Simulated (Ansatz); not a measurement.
Mg4Te3S:
```cif
data_Mg4STe3
_chemical_formula_sum 'Mg4 Te3 S1'
_space_group_name_H-M_alt 'P 1'
_space_group_IT_number 1
_cell_length_a 4.42764
_cell_length_b 8.91760
_cell_length_c 6.20212
_cell_angle_alpha 90.000
_cell_angle_beta 90.000
_cell_angle_gamma 90.000
loop_
_space_group_symop_operation_xyz
  'x, y, z'
loop_
_atom_site_label
_atom_site_type_symbol
_atom_site_fract_x
_atom_site_fract_y
_atom_site_fract_z
_atom_site_occupancy
Mg1 Mg 0.00000 0.27369 0.98172 1
Mg2 Mg 0.00000 0.72631 0.98172 1
Mg3 Mg 0.50000 0.00000 0.48512 1
Mg4 Mg 0.50000 0.50000 0.54617 1
Te1 Te 0.50000 0.26420 0.25107 1
Te2 Te 0.50000 0.73580 0.25107 1
Te3 Te 0.00000 0.00000 0.75459 1
S1 S 0.00000 0.50000 0.74853 1
```

Relaxed with r²SCAN. r²SCAN in the plane-wave PAW code Ansatz gives a gap of 2.38 eV.

What gap does HSE06 give on the same cell (Ansatz, PAW)?

2.65 eV, 0.27 eV more. The hybrid was solved on a coarser mesh and at special points; the gap given is the minimum over both.

```json
[
 {"k": "Γ", "v1 r²SCAN": "-0.08", "c1 r²SCAN": "2.38", "v1 HSE06": "-0.08", "c1 HSE06": "2.65"},
 {"k": "X", "v1 r²SCAN": "-0.47", "c1 r²SCAN": "2.80", "v1 HSE06": "(withheld)", "c1 HSE06": "(withheld)"},
 {"k": "Z", "v1 r²SCAN": "-0.40", "c1 r²SCAN": "3.39", "v1 HSE06": "(withheld)", "c1 HSE06": "(withheld)"},
 {"k": "U", "v1 r²SCAN": "-0.44", "c1 r²SCAN": "3.46", "v1 HSE06": "-0.46", "c1 HSE06": "3.71"},
 {"k": "Y", "v1 r²SCAN": "0.00", "c1 r²SCAN": "3.18", "v1 HSE06": "(withheld)", "c1 HSE06": "(withheld)"},
 {"k": "S", "v1 r²SCAN": "-1.00", "c1 r²SCAN": "3.72", "v1 HSE06": "(withheld)", "c1 HSE06": "(withheld)"},
 {"k": "T", "v1 r²SCAN": "-0.48", "c1 r²SCAN": "3.74", "v1 HSE06": "-0.51", "c1 HSE06": "4.07"},
 {"k": "R", "v1 r²SCAN": "-0.83", "c1 r²SCAN": "4.65", "v1 HSE06": "-0.88", "c1 HSE06": "4.95"}
]
```

Top valence (v1) and lowest conduction level (c1) in eV from each method's valence maximum (which need not be a listed point): supply the withheld HSE06 values.


- X, v1 HSE06: -0.50
- X, c1 HSE06: 3.15
- Z, v1 HSE06: -0.43
- Z, c1 HSE06: 3.67
- S, v1 HSE06: -1.05
- S, c1 HSE06: 4.07
- Y, v1 HSE06: 0.00
- Y, c1 HSE06: 3.52

Cost on shared cores: the r²SCAN run (SCF on a 6×3×5 mesh, then bands and DOS) around 9 core-minutes (rough), the HSE06 run (SCF on 4×2×3, then a few points) very roughly 8 core-minutes; the tasks are unlike.

Space group Pmm2. The workflow started from a Materials Project entry (that database holds measured and hypothetical structures alike); the Crystallography Open Database copy checked does not list it. Whether it is the stable phase at ambient conditions was not checked. Symmetry was held in the r²SCAN relaxation; whether a distortion lowers the energy is not shown. Spin–orbit coupling is left out wherever it is not named.

Potentials: the later of the program's two PAW sets.
